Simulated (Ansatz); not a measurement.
# Computed properties of NiAu

NiAu:
```cif
data_Au2Ni2
_chemical_formula_sum 'Au2 Ni2'
_space_group_name_H-M_alt 'P 1'
_space_group_IT_number 1
_cell_length_a 2.82508
_cell_length_b 2.82508
_cell_length_c 7.05895
_cell_angle_alpha 90.000
_cell_angle_beta 90.000
_cell_angle_gamma 90.000
loop_
_space_group_symop_operation_xyz
  'x, y, z'
loop_
_atom_site_label
_atom_site_type_symbol
_atom_site_fract_x
_atom_site_fract_y
_atom_site_fract_z
_atom_site_occupancy
Au1 Au 0.00000 0.50000 0.34393 1
Au2 Au 0.50000 0.00000 0.65607 1
Ni1 Ni 0.00000 0.50000 0.90702 1
Ni2 Ni 0.50000 0.00000 0.09298 1
```
The run is spin-polarised; directions of the spins, atom by atom: 0 0 ↑ ↑.

Space group P4/nmm (No. 129); conventional cell a = b = 2.825 Å, c = 7.059 Å, α = β = γ = 90.00°.

Method: DFT-r²SCAN in the program Ansatz with PAW potentials. Geometry: relaxed at this level of theory. Other levels are named where they apply.

### Cell and energy

| Quantity | Value |
|---|---|
| Volume per atom | 14.08 Å³ |
| Density | 15.07 g/cm³ |
| Formation energy from the elements (no fitted shifts) | 0.087 eV/atom |

### Electronic structure

| Property | Value |
|---|---|
| Electronic character | metallic (no gap) |
| Density of states at the Fermi level | 0.74 states/eV per atom (mean over ±0.08 eV) |

### Magnetism

| Property | Result |
|---|---|
| Magnetic order | ferromagnetic |
| Net moment | 0.34 μB per atom |

### Charges

| Quantity | Result |
|---|---|
| Bader charges | Au -0.19, Ni +0.19 e |

The start of the workflow was typed in or built on a structure type; neither database checked (COD, Materials Project) lists it. Its standing as an ambient phase is unchecked. Symmetry was held in the r²SCAN relaxation; its stability against distortions is not shown here. Spin order of the final state: ferromagnetic, chosen from 2 collinear starts compared on coarse meshes (ties went to the first, and starts can fall back to one state), not a proven ground state. Other orbital occupations within this spin state were not tried. For itinerant 3d metals, meta-GGAs of the SCAN family and hybrids are commonly reported to give too large moments. Axis ratios of metals converge slowly with the k-mesh, so a and c are less sure than the volume. The references are the lowest solids computed at this level, not always the standard phases. Scalar-relativistic: spin–orbit coupling is off unless named, which matters more the heavier the elements.

Potentials: the earlier of the program's two PAW sets. The files were generated under PBE; for other functionals the program regenerates the frozen cores, and for LDA and PBEsol the local potential too.
